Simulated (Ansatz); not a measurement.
Given:

SiB2Os2:
```
CELL_PARAMETERS angstrom
      1.44387    -6.51643     0.00000
      1.44387     6.51643     0.00000
      0.00000     0.00000     2.79333
ATOMIC_POSITIONS crystal
  Si 0.00000 0.00000 0.00000
  Os 0.36755 0.63245 0.50000
  Os 0.63245 0.36755 0.50000
  B  0.21226 0.78774 0.00000
  B  0.78774 0.21226 0.00000
```

This is the r²SCAN-relaxed structure.

Q: All from r²SCAN (plane waves, PAW; program Ansatz), unless another level is named. Estimate the electronic character.

A: metallic (no gap).

Q: What about the formation energy from the elements (no fitted shifts)?

A: 0.22 eV/atom.

Q: What about the density of states at the Fermi level?

A: 0.33 states/eV per atom (mean over ±0.08 eV).

Space group Cmmm. The start of the workflow was typed in or built on a structure type; neither database checked (COD, Materials Project) lists it. Whether it is the stable phase at ambient conditions was not checked. The r²SCAN relaxation kept the symmetry of its start; whether a distortion lowers the energy is not shown. The run is not spin-polarised. Its formation energy is positive at this level, so the cell may be metastable or incomplete. The references are the lowest solids computed at this level, not always the standard phases. Scalar-relativistic: spin–orbit coupling is off unless named, which matters more the heavier the elements.

Potentials: the earlier of the program's two PAW sets.
